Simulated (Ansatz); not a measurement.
# A sublattice moved along a line in WC

Level of theory: DFT r2SCAN, scalar-relativistic, plane waves, PAW in Ansatz 0.2.0. Settings: plane waves to 500 eV, k-mesh 18×18×16 (Γ-centred), Gaussian smearing 0.15 eV. Spin–orbit coupling is left out, which can shift energies with elements as heavy as these. No spin polarisation. Energies are free energies at this smearing, counted from the undisturbed cell; pressure is positive in compression.

The starting cell (as given, not relaxed at this level; it stands at 4.3 GPa):

```
W C
1.0
     2.90050    0.00000    0.00000
    -1.45025    2.51191    0.00000
     0.00000    0.00000    2.82900
W C
1 1
Cartesian
  2.9005 0.0000 0.0000
  1.4503 0.8373 1.4145
```

Every W atom is moved by x along the Cartesian unit vector (0.000, 0.000, 1.000); the cell and all other atoms stay fixed. The cell is metallic on the mesh throughout.

x (Å), ΔE (meV/cell) and a bar:
```
  -0.3000      696.8 ##############################
  -0.1500      161.7 #######
   0.0000        0.0
   0.0375        9.9
   0.0750       39.8 ##
   0.1125       90.0 ####
   0.1875      256.7 ###########
   0.2250      377.1 ################
   0.2625      523.6 #######################
```

By symmetry 0.3000 repeats -0.3000, -0.2250 repeats 0.2250, 0.1500 repeats -0.1500, -0.0750 repeats 0.0750 in energy, with the opposite slope along the path.